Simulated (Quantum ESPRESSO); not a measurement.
Si3F4O4, finding a planted mistake in a log

Computed values, not a measurement. The program is pw.x of Quantum ESPRESSO 7.5 (plane-wave density functional theory). The cell is made up: 11 atoms on a rutile lattice with one site empty, with randomly drawn elements, strain and displacements, not relaxed. PseudoDojo standard norm-conserving files (v0.5 for PBE, v0.4.1 for LDA and PBEsol) set the functional; there is no spin polarisation, spin-orbit coupling or dispersion term, and the masses in the input are unused placeholders.

Intended input:

```
&control calculation='scf', pseudo_dir='./dojo.nc.sr.pbe.v0_5.standard.upf', outdir='./o', disk_io='low', tprnfor=.true., tstress=.true. /
&system ibrav=0, nat=11, ntyp=3, nbnd=38, ecutwfc=84.00895049, nosym=.true., tot_charge=0,
 occupations='smearing', smearing='fd', degauss=0.0018374661
/
&electrons conv_thr=7.350e-09, electron_maxstep=60, /
ATOMIC_SPECIES
F 1.0 F.upf
O 1.0 O.upf
Si 1.0 Si.upf
CELL_PARAMETERS angstrom
4.209 -0.0315 -0.0514
-0.0315 4.1727 -0.0451
-0.0653 -0.0573 5.3772
ATOMIC_POSITIONS angstrom
Si -0.0253 -0.0715 -0.0975
Si 2.1459 2.1271 1.3286
Si 1.9791 1.9616 3.891
F 1.2503 1.1696 -0.0621
O 2.903 2.8644 -0.11
F 3.2497 0.8265 1.2097
O 0.758 3.3107 1.2531
F 1.221 1.1466 2.5981
O 3.0283 2.7476 2.5839
F 3.3786 0.7166 3.9553
O 0.6697 3.3141 3.9071
K_POINTS automatic
5 5 4 1 1 1
```

The log is shortened where brackets say so; the opening notice, blank lines, dates and the lines on written files are dropped, and the path of the files is cut. It prints rydbergs, bohrs and kilobars, and counts compression as positive stress. Where no state is partly filled, the Fermi energy that it prints is only some level between the filled and the empty states on the mesh, and need not lie in the true gap.

Log of the intended run:

```
     Program PWSCF v.7.5
     Parallel version (MPI & OpenMP), running on       4 processor cores
     Number of MPI processes:                 4
     Threads/MPI process:                     1
     [start-up lines left out]
     bravais-lattice index     =            0
     lattice parameter (alat)  =       7.9547  a.u.
     unit-cell volume          =     637.1021 (a.u.)^3
     number of atoms/cell      =           11
     number of atomic types    =            3
     number of electrons       =        64.00
     number of Kohn-Sham states=           38
     kinetic-energy cutoff     =      84.0090  Ry
     charge density cutoff     =     336.0358  Ry
     scf convergence threshold =      7.3E-09
     mixing beta               =       0.7000
     number of iterations used =            8  plain     mixing
     Exchange-correlation= PBE
                           (   1   4   3   4   0   0   0)
     [axes and pseudopotential details left out]
   Cartesian axes
     site n.     atom                  positions (alat units)
         1        Si     tau(   1) = (  -0.0060103  -0.0169857  -0.0231623  )
         2        Si     tau(   2) = (   0.5097838   0.5053176   0.3156246  )
         3        Si     tau(   3) = (   0.4701585   0.4660011   0.9243528  )
         4        F      tau(   4) = (   0.2970235   0.2778522  -0.0147526  )
         5        O      tau(   5) = (   0.6896418   0.6804719  -0.0261318  )
         6        F      tau(   6) = (   0.7720044   0.1963448   0.2873785  )
         7        O      tau(   7) = (   0.1800718   0.7864957   0.2976886  )
         8        F      tau(   8) = (   0.2900629   0.2723883   0.6172092  )
         9        O      tau(   9) = (   0.7194083   0.6527247   0.6138358  )
        10        F      tau(  10) = (   0.8026262   0.1702368   0.9396280  )
        11        O      tau(  11) = (   0.1590951   0.7873034   0.9281776  )
     number of k points=    50  Fermi-Dirac smearing, width (Ry)=  0.0018
                       cart. coord. in units 2pi/alat
        k(    1) = (   0.1020026   0.1027332   0.1001871), wk =   0.0400000
        k(    2) = (   0.1044092   0.1048672   0.2959465), wk =   0.0400000
     [further k points left out]
     Dense  grid:    66251 G-vectors     FFT dimensions: (  48,  48,  60)
     Estimated max dynamical RAM per process >     152.29 MB
     Estimated total dynamical RAM >     560.62 MB
     Initial potential from superposition of free atoms
     starting charge      63.9981, renormalised to      64.0000
     Starting wfcs are   44 randomized atomic wfcs
     total cpu time spent up to now is        2.2 secs
     per-process dynamical memory:   124.2 Mb
     Self-consistent Calculation
     iteration #  1     ecut=    84.01 Ry     beta= 0.70
     Davidson diagonalization with overlap
     ethr =  1.00E-02,  avg # of iterations =  2.2
     total cpu time spent up to now is        5.4 secs
     total energy              =    -354.31846495 Ry
     estimated scf accuracy    <       2.34082974 Ry
     iteration #  2     ecut=    84.01 Ry     beta= 0.70
     Davidson diagonalization with overlap
     ethr =  3.66E-03,  avg # of iterations =  3.1
     total cpu time spent up to now is        8.9 secs
     total energy              =    -354.54745593 Ry
     estimated scf accuracy    <       3.32471313 Ry
     [iterations 3 to 10 left out]
     iteration # 11     ecut=    84.01 Ry     beta= 0.70
     Davidson diagonalization with overlap
     ethr =  1.69E-10,  avg # of iterations =  3.6
     total cpu time spent up to now is       36.8 secs
     total energy              =    -355.34823290 Ry
     estimated scf accuracy    <       0.00000006 Ry
     iteration # 12     ecut=    84.01 Ry     beta= 0.70
     Davidson diagonalization with overlap
     ethr =  9.66E-11,  avg # of iterations =  2.0
     total cpu time spent up to now is       39.6 secs
     End of self-consistent calculation
     [lines on levels left out]
     the Fermi energy is    10.1409 ev
!    total energy              =    -355.34823291 Ry
     estimated scf accuracy    <          6.6E-10 Ry
     smearing contrib. (-TS)   =       0.00000000 Ry
     internal energy E=F+TS    =    -355.34823291 Ry
     The total energy is F=E-TS. E is the sum of the following terms:
     one-electron contribution =     -82.06839179 Ry
     hartree contribution      =      87.11189403 Ry
     xc contribution           =     -88.04886617 Ry
     ewald contribution        =    -272.34286898 Ry
     convergence has been achieved in  12 iterations
     Forces acting on atoms (cartesian axes, Ry/au):
     atom    1 type  3   force =     0.07325549   -0.26752047    0.04103753
     atom    2 type  3   force =    -0.02835684    0.23843175    0.05083264
     atom    3 type  3   force =     0.04447335    0.28890558   -0.09590963
     atom    4 type  1   force =     0.01597884    0.02017569   -0.01221522
     atom    5 type  2   force =    -0.05931370   -0.06875338   -0.01514817
     atom    6 type  1   force =     0.02103401   -0.04207977   -0.06393120
     atom    7 type  2   force =     0.05169491   -0.02819187   -0.09371315
     atom    8 type  1   force =     0.00471751   -0.01097451    0.00445506
     atom    9 type  2   force =    -0.15783630   -0.08915755    0.05309802
     atom   10 type  1   force =    -0.07603759    0.04466508    0.04528699
     atom   11 type  2   force =     0.11039032   -0.08550055    0.08620713
     Total force =     0.577870     Total SCF correction =     0.000074
     Computing stress (Cartesian axis) and pressure
          total   stress  (Ry/bohr**3)                   (kbar)     P=       58.28
   0.00036033   0.00105725   0.00028380           53.01      155.53       41.75
   0.00105725   0.00034865   0.00031544          155.53       51.29       46.40
   0.00028380   0.00031544   0.00047959           41.75       46.40       70.55
     init_run     :      2.11s CPU      2.15s WALL (       1 calls)
     electrons    :     37.28s CPU     37.39s WALL (       1 calls)
     forces       :      0.57s CPU      0.58s WALL (       1 calls)
     stress       :      1.85s CPU      1.85s WALL (       1 calls)
     [timing details left out]
     PWSCF        :     41.87s CPU     42.03s WALL
     JOB DONE.
```

A second run was made from an input with one planted mistake. Its log:

```
     Program PWSCF v.7.5
     Parallel version (MPI & OpenMP), running on       4 processor cores
     Number of MPI processes:                 4
     Threads/MPI process:                     1
     [start-up lines left out]
     bravais-lattice index     =            0
     lattice parameter (alat)  =       7.9547  a.u.
     unit-cell volume          =     637.1021 (a.u.)^3
     number of atoms/cell      =           11
     number of atomic types    =            3
     number of electrons       =        63.00
     number of Kohn-Sham states=           38
     kinetic-energy cutoff     =      84.0090  Ry
     charge density cutoff     =     336.0358  Ry
     scf convergence threshold =      7.3E-09
     mixing beta               =       0.7000
     number of iterations used =            8  plain     mixing
     Exchange-correlation= PBE
                           (   1   4   3   4   0   0   0)
     [axes and pseudopotential details left out]
   Cartesian axes
     site n.     atom                  positions (alat units)
         1        Si     tau(   1) = (  -0.0060103  -0.0169857  -0.0231623  )
         2        Si     tau(   2) = (   0.5097838   0.5053176   0.3156246  )
         3        Si     tau(   3) = (   0.4701585   0.4660011   0.9243528  )
         4        F      tau(   4) = (   0.2970235   0.2778522  -0.0147526  )
         5        O      tau(   5) = (   0.6896418   0.6804719  -0.0261318  )
         6        F      tau(   6) = (   0.7720044   0.1963448   0.2873785  )
         7        O      tau(   7) = (   0.1800718   0.7864957   0.2976886  )
         8        F      tau(   8) = (   0.2900629   0.2723883   0.6172092  )
         9        O      tau(   9) = (   0.7194083   0.6527247   0.6138358  )
        10        F      tau(  10) = (   0.8026262   0.1702368   0.9396280  )
        11        O      tau(  11) = (   0.1590951   0.7873034   0.9281776  )
     number of k points=    50  Fermi-Dirac smearing, width (Ry)=  0.0018
                       cart. coord. in units 2pi/alat
        k(    1) = (   0.1020026   0.1027332   0.1001871), wk =   0.0400000
        k(    2) = (   0.1044092   0.1048672   0.2959465), wk =   0.0400000
     [further k points left out]
     Dense  grid:    66251 G-vectors     FFT dimensions: (  48,  48,  60)
     Estimated max dynamical RAM per process >     152.29 MB
     Estimated total dynamical RAM >     560.62 MB
     Initial potential from superposition of free atoms
     starting charge      63.9981, renormalised to      63.0000
     Starting wfcs are   44 randomized atomic wfcs
     total cpu time spent up to now is        2.2 secs
     per-process dynamical memory:   124.2 Mb
     Self-consistent Calculation
     iteration #  1     ecut=    84.01 Ry     beta= 0.70
     Davidson diagonalization with overlap
     ethr =  1.00E-02,  avg # of iterations =  2.1
     total cpu time spent up to now is        5.4 secs
     total energy              =    -355.00690738 Ry
     estimated scf accuracy    <       2.29998169 Ry
     iteration #  2     ecut=    84.01 Ry     beta= 0.70
     Davidson diagonalization with overlap
     ethr =  3.65E-03,  avg # of iterations =  2.1
     total cpu time spent up to now is        8.7 secs
     total energy              =    -355.57590671 Ry
     estimated scf accuracy    <       1.83462891 Ry
     [iterations 3 to 12 left out]
     iteration # 13     ecut=    84.01 Ry     beta= 0.70
     Davidson diagonalization with overlap
     ethr =  3.44E-11,  avg # of iterations =  2.0
     total cpu time spent up to now is       40.1 secs
     total energy              =    -355.96903718 Ry
     estimated scf accuracy    <          7.4E-09 Ry
     iteration # 14     ecut=    84.01 Ry     beta= 0.70
     Davidson diagonalization with overlap
     ethr =  1.17E-11,  avg # of iterations =  1.8
     total cpu time spent up to now is       42.6 secs
     End of self-consistent calculation
     [lines on levels left out]
     the Fermi energy is     7.8698 ev
!    total energy              =    -355.96903718 Ry
     estimated scf accuracy    <          1.7E-09 Ry
     smearing contrib. (-TS)   =      -0.00103184 Ry
     internal energy E=F+TS    =    -355.96800534 Ry
     The total energy is F=E-TS. E is the sum of the following terms:
     one-electron contribution =     -83.08584435 Ry
     hartree contribution      =      86.41930445 Ry
     xc contribution           =     -86.95859645 Ry
     ewald contribution        =    -272.34286898 Ry
     convergence has been achieved in  14 iterations
     Forces acting on atoms (cartesian axes, Ry/au):
     atom    1 type  3   force =     0.01254135   -0.17684903    0.04623315
     atom    2 type  3   force =    -0.01245655    0.15325077    0.01356745
     atom    3 type  3   force =     0.05975519    0.20983808   -0.06611198
     atom    4 type  1   force =     0.01074309    0.01822109   -0.01367774
     atom    5 type  2   force =    -0.06203595   -0.04837112   -0.01530491
     atom    6 type  1   force =     0.02264976   -0.03927637   -0.05809334
     atom    7 type  2   force =     0.04499515   -0.04348669   -0.06303529
     atom    8 type  1   force =     0.01436354    0.00995311    0.00223876
     atom    9 type  2   force =    -0.11899923   -0.02399761    0.06746770
     atom   10 type  1   force =    -0.07398508    0.04356895    0.03956843
     atom   11 type  2   force =     0.10242874   -0.10285118    0.04714777
     Total force =     0.426116     Total SCF correction =     0.000089
     Computing stress (Cartesian axis) and pressure
          total   stress  (Ry/bohr**3)                   (kbar)     P=     -200.43
  -0.00166249   0.00082035   0.00019671         -244.56      120.68       28.94
   0.00082035  -0.00112638   0.00029166          120.68     -165.70       42.90
   0.00019671   0.00029166  -0.00129859           28.94       42.90     -191.03
     init_run     :      2.11s CPU      2.15s WALL (       1 calls)
     electrons    :     40.27s CPU     40.39s WALL (       1 calls)
     forces       :      0.57s CPU      0.57s WALL (       1 calls)
     stress       :      1.86s CPU      1.87s WALL (       1 calls)
     [timing details left out]
     PWSCF        :     44.87s CPU     45.04s WALL
     JOB DONE.
```

Question: what was wrong in the second input?

Answer: the cell has the wrong charge. The input lines that differ, file-writing options aside:

```
- &system ibrav=0, nat=11, ntyp=3, nbnd=38, ecutwfc=84.00895049, nosym=.true., tot_charge=0,
+ &system ibrav=0, nat=11, ntyp=3, nbnd=38, ecutwfc=84.00895049, nosym=.true., tot_charge=1,
```

|  | intended run | run with the mistake |
| --- | --- | --- |
| free energy (eV) | -4834.759 | -4843.205 |
| smearing term -TS (eV) | 0.0000 | -0.0140 |
| pressure (GPa) | 5.83 | -20.04 |
| largest force component (eV/Å) | 7.428 | 5.395 |
| largest change of a force component (eV/Å) |  | 2.331 |
| iterations | 12 | 14 |

For scale, a rerun of the intended cell at a cutoff of 1437 eV and k mesh 7 x 7 x 6 moved values by no more than 0.003 eV in energy, 0.03 GPa in stress and 0.002 eV/Å in force. The charged cell sits in a uniform background, so its energy and stress rest on the program's zero of potential.